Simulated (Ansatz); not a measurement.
This Cd₄SeS₃ structure is the end of a relaxation. The cell was found from a structure generator's guess, not taken from experiment.

Theory: Ansatz 0.2.0, DFT PBE, scalar-relativistic, plane waves, PAW. Cutoff 420 eV, Γ-centred mesh, Gaussian smearing, no spin polarisation.

```
CELL_PARAMETERS angstrom
4.24147 0.00000 0.00000
-2.12073 3.67322 0.00000
0.00000 0.00000 13.82700
ATOMIC_POSITIONS crystal
Cd 0.33333 0.66667 0.00477
Cd 0.33333 0.66667 0.49427
Cd 0.66667 0.33333 0.24954
Cd 0.66667 0.33333 0.76043
Se 0.33333 0.66667 0.68851
S 0.33333 0.66667 0.19083
S 0.66667 0.33333 0.43562
S 0.66667 0.33333 0.94603
```

The zero of energy is the elements' standard structures at the same level; no fitted shifts are applied.

(1) What space group does it have?

(2) How far does it lie from the elements in energy?

(3) Is it a metal?

Answers

(1) P3m1 (No. 156), with Se and S ordered on wurtzite sites. Conventional cell: a = 4.241 Å, c = 13.827 Å. Cd on its first site is surrounded by 4 S at 2.57–2.58 Å; Cd on its second site has 3 S at 2.58 Å and 1 Se at 2.69 Å; Se is surrounded by 4 Cd at 2.64–2.69 Å; S on its first site is surrounded by 4 Cd at 2.57–2.58 Å; 4 more sites not described.

(2) −0.646 eV/atom. Whether it is stable depends on the other phases of the system, which aren't compared here.

(3) No, the gap on the 6×6×2 mesh is 0.74 eV.

The last run used a 6×6×2 mesh (in the run's order of axes) for its 8-atom cell and Gaussian smearing of 0.02 eV. Kohn–Sham gaps at this level usually fall short of measured ones. The reference forms of S and Se are held partly by dispersion forces, which this level lacks. A structure relaxed within its symmetry needn't be a true minimum.
